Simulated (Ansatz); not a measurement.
Starting structure, 1 B2H6 a cell, flat, over a hollow W-W-W site (W, Im-3m (No. 229), (1 1 0) face):

```xyz
35
Lattice="8.2083 0.0000 0.0000 -2.7361 7.7389 0.0000 0.0000 0.0000 24.4280" Properties=species:S:1:pos:R:3 pbc="T T T"
W     0.9120    1.2898    8.0000
W     0.0000    3.8694    8.0000
W    -0.9120    6.4490    8.0000
W     3.6481    1.2898    8.0000
W     2.7361    3.8694    8.0000
W     1.8241    6.4490    8.0000
W     6.3842    1.2898    8.0000
W     5.4722    3.8694    8.0000
W     4.5602    6.4490    8.0000
W     1.8241    2.5796   10.1797
W     0.9120    5.1592   10.1797
W     2.7361    0.0000   10.1797
W     4.5602    2.5796   10.1797
W     3.6481    5.1592   10.1797
W     5.4722    0.0000   10.1797
W    -0.9120    2.5796   10.1797
W    -1.8241    5.1592   10.1797
W     0.0000    0.0000   10.1797
W     2.7361    3.8694   12.3594
W     1.8241    6.4490   12.3594
W     3.6481    1.2898   12.3594
W     5.4722    3.8694   12.3594
W     4.5602    6.4490   12.3594
W     6.3842    1.2898   12.3594
W     0.0000    3.8694   12.3594
W    -0.9120    6.4490   12.3594
W     0.9120    1.2898   12.3594
B     4.6115   -0.4130   15.2794
B     5.1168    1.2729   15.2794
H     4.8642    0.4299   16.2594
H     4.8642    0.4299   14.2994
H     5.4412   -1.2673   15.2794
H     3.4488   -0.6700   15.2794
H     6.2796    1.5299   15.2794
H     4.2872    2.1271   15.2794
```

Level of theory: Ansatz 0.2.0, DFT PBE+D3(BJ), scalar-relativistic, plane waves, PAW. Settings: cutoff 420 eV, Γ-centred mesh 3×3×1 on the computed 35-atom cell, Gaussian smearing of 0.10 eV; no spin polarisation. The cell repeats along c with a dipole correction in the vacuum.

Atoms 1, 2, 3, 4, 5, 6, 7, 8, 9 (counted from 1) are held. The cell is fixed. Force threshold 0.04 eV/Å.

**Question.** Where does it end?

**Answer.** The energy falls by 3.717 eV in 25 steps, to:

```
CELL_PARAMETERS angstrom
8.20830 0.00000 0.00000
-2.73610 7.73886 0.00000
0.00000 0.00000 24.42803
ATOMIC_POSITIONS crystal
W 0.16667 0.16667 0.32749
W 0.16667 0.50000 0.32749
W 0.16667 0.83333 0.32749
W 0.50000 0.16667 0.32749
W 0.50000 0.50000 0.32749
W 0.50000 0.83333 0.32749
W 0.83333 0.16667 0.32749
W 0.83333 0.50000 0.32749
W 0.83333 0.83333 0.32749
W 0.33443 0.33302 0.41697
W 0.33269 0.66579 0.41647
W 0.33311 0.99861 0.41697
W 0.66867 0.33425 0.41689
W 0.66591 0.66747 0.41677
W 0.66640 0.00098 0.41659
W 0.00154 0.33461 0.41644
W 0.99972 0.66744 0.41737
W 0.00000 0.00143 0.41676
W 0.50094 0.50367 0.50665
W 0.50143 0.83409 0.50824
W 0.50184 0.16617 0.50950
W 0.83272 0.50161 0.50612
W 0.83317 0.83500 0.50609
W 0.83435 0.16630 0.50797
W 0.16611 0.50189 0.50530
W 0.16622 0.83497 0.50612
W 0.16457 0.16673 0.50668
B 0.47888 0.99994 0.58841
B 0.67111 0.19157 0.58799
H 0.61018 0.06114 0.62336
H 0.38008 0.28712 0.55065
H 0.50563 0.85207 0.58551
H 0.35804 0.98269 0.61861
H 0.81875 0.16433 0.58524
H 0.68994 0.31343 0.61791
```

The end is the local minimum or symmetric point that this start leads to. The slab is only 4.5 Å thick, so the energy isn't converged with thickness.

Spin–orbit coupling is left out, which can shift energies with elements as heavy as these.

Cost: 1 run of about 3.7 core-hours, on Intel Xeon Processor @ 2.50GHz (Skylake/Cascade Lake) (shared hosts).